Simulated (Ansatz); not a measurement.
Input and command of a plane-wave DFT calculation in Ansatz:

```yaml
crystal:
  lattice:
    - [2.7606656158, 0.0, 0.0]
    - [-1.3803328079, 2.3908065546, 0.0]
    - [0.0, 0.0, 5.0317407]
  atoms:
    - { symbol: Pt, position: [0.6666666667, 0.3333333333, 0.75] }
    - { symbol: Pt, position: [0.3333333333, 0.6666666667, 0.25] }
basis:
  ecutwfc: 420
kpoints:
  mp_grid: { grid: [18, 18, 10] }
hamiltonian:
  xc: pbesol
scf:
  occupations: { method: gaussian, width: 0.15 }
output:
  forces: true
  stress: true
  eigenvalues: true
```

```bash
ansatz run input.yaml --threads 1 --pin off --max-ram 2560MiB --backend cpu --events-out ev --progress --plain --runs-dir out
```

Processor: Arm Neoverse V2, 1 thread, on a host shared with other jobs.

**Question.** How long does it run, and how much memory does it take?

**Answer.** About 5.2 s on 1 thread of Arm Neoverse V2 (shared host), peak memory 0.38 GiB. It solves 22 bands at 222 k points (the mesh reduced by symmetry) with about 659 plane waves, in 6 SCF iterations.
